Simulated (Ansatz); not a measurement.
A geometry of SnO away from equilibrium: the start of the relaxation of a relaxed SnO cell, doubled along one cell vector, shaken by Gaussian noise of σ = 0.08 Å a coordinate. Method: r2SCAN (plane waves to 500 eV, PAW, scalar-relativistic; Ansatz, a program for electronic structure). Γ-centred k-mesh 7×7×3 on the run's cell (coarser than for final values), Fermi–Dirac smearing 0.05 eV.

```xyz
8
Lattice="4.1262 0.0000 0.0000 -2.0631 3.5734 0.0000 0.0000 0.0000 10.3901" Properties=species:S:1:pos:R:3:forces:R:3 pbc="T T T" free_energy=-26424.440 pressure_GPa=0.7
Sn    -0.0920     2.4109     1.1872    0.3716   -0.1366    0.3681
Sn     0.0694     2.4719     6.5414   -0.1905   -0.1660   -0.3872
Sn     2.0697     1.2056     3.8368   -0.1611    0.0222   -0.1765
Sn     2.2160     1.2687     9.0924   -0.4952   -0.1216   -0.3046
O     -0.0996     2.4332     3.8721    0.1190    0.0182    0.0764
O      0.0258     2.4594     9.1560    0.2251    0.1159   -0.0930
O      2.0385     1.0524     1.2746   -0.0987    0.1693    0.2349
O      1.9997     1.1775     6.6232    0.2299    0.0987    0.2818
```

Positions in Å, forces in eV/Å, free energy of the cell in eV (comparable only within this code, potentials and settings). Largest force: 0.59 eV/Å, on Sn4 (atoms numbered as listed); the geometry lies 0.51 eV/atom above the end of its relaxation.

No spin polarisation in the result.

The end of the path is a generated cell of SnO: the first start was made by placing the elements on the sites of a structure type, and the end was not matched to a known phase here, so it may be hypothetical. Known forms of SnO include space group No. 129.
